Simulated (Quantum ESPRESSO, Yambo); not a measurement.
# G0W0 results for LiNbF6

```
CELL_PARAMETERS angstrom
      2.55732     1.47647     4.55700
     -2.55732     1.47647     4.55700
      0.00000    -2.95293     4.55700
ATOMIC_POSITIONS crystal
  Li 0.50000 0.50000 0.50000
  F  0.24675 0.87185 0.63645
  F  0.75325 0.12815 0.36355
  F  0.87185 0.63645 0.24675
  F  0.12815 0.36355 0.75325
  F  0.63645 0.24675 0.87185
  F  0.36355 0.75325 0.12815
  Nb 0.00000 0.00000 0.00000
```

The geometry is that of Materials Project entry mp-1078799, symmetrised and not relaxed again.

Starting point: norm-conserving LDA (Quantum ESPRESSO, 84 Ry, no spin-orbit coupling). G0W0 in Yambo: 2×2×2 Γ-centred k mesh, bands 2 to 159 and a 7 Ry block in the screening, 159 bands in G with the Bruneval-Gonze terminator, plasmon pole fitted at 27.2 eV.

| Item | Value |
|---|---|
| LDA gap along the band path | 5.28 eV |
| LDA gap between the mesh's edge points (Γ → L) | 5.29 eV |
| G0W0 gap between the same points | 9.51 eV |
| LDA smallest direct gap on the mesh (at L) | 5.35 eV |
| G0W0 direct gap at that point | 9.57 eV |

| k point | band | E LDA (eV) | E QP (eV) | shift (eV) | Z |
|---|---|---|---|---|---|
| Γ | VB | 0.00 | -1.92 | -1.92 | 0.79 |
| Γ | CB | 5.38 | 7.71 | 2.32 | 0.83 |
| L | VB | -0.05 | -1.98 | -1.93 | 0.79 |
| L | CB | 5.29 | 7.59 | 2.29 | 0.83 |
| F | VB | -0.02 | -1.93 | -1.91 | 0.79 |
| F | CB | 5.37 | 7.66 | 2.29 | 0.83 |
| Z | VB | -0.14 | -2.06 | -1.92 | 0.79 |
| Z | CB | 5.43 | 7.73 | 2.30 | 0.83 |

Energies count from the LDA valence-band maximum.

Nearest settings tried, and what they do to the gap: 106 bands in W, 106 bands in G: +87 meV; 6 Ry block (175 vectors against 223): +49 meV. Not varied: mesh. So the settings aren't converged at that level. The k mesh is coarse.

Spin-orbit splittings are left out.

The structure is a Materials Project entry; no match was found in the copy of COD used, and its stability was not checked.
